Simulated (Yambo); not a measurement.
```xyz
10
Lattice="2.8417 0.0000 0.0000 -1.4208 2.4610 0.0000 0.0000 0.0000 9.7468" Properties=species:S:1:pos:R:3 pbc="T T T"
Be     0.0000     1.6406     0.7650
Be     1.4208     0.8203     8.9818
Be     1.4208     0.8203     5.6384
Be     0.0000     1.6406     4.1084
Be     0.0000     0.0000     2.4367
Be     0.0000     0.0000     7.3101
N      0.0000     0.0000     0.0000
N      0.0000     0.0000     4.8734
N      0.0000     1.6406     2.4367
N      1.4208     0.8203     7.3101
```

Be$_{3}$N$_{2}$ (space group P6_3/mmc, No. 194): mean Im ε in 1 eV windows above the direct gap of 6.45 eV, for different electron-hole kernels (Yambo, broadening 0.15 eV, norm-conserving LDA (Quantum ESPRESSO, 88 Ry, without SOC) bands; 9×9×2 mesh, 10 valence and 5 conduction bands, static screening with 47 bands and a 3 Ry block, scissor 1.71 eV, Tamm-Dancoff; field along x).

| window (eV) | independent quasiparticles | BSE |
|---|---|---|
| 6.4 to 7.4 | 0.2 | 1.1 |
| 7.4 to 8.4 | 1.2 | 6.0 |
| 8.4 to 9.4 | 3.4 | 6.9 |
| 9.4 to 10.4 | 5.5 | 5.8 |

This run doesn't resolve bound excitons or single peaks, so only averages are given, and they too depend on the mesh; weight that the attraction moves below the gap isn't listed. All transitions below 10.52 eV are in the band window. The scissor comes from a G0W0 run whose convergence isn't established.

Geometry of the Materials Project entry, not relaxed at this level.

The structure is a Materials Project entry; no match was found in the copy of COD used, and its stability was not checked.
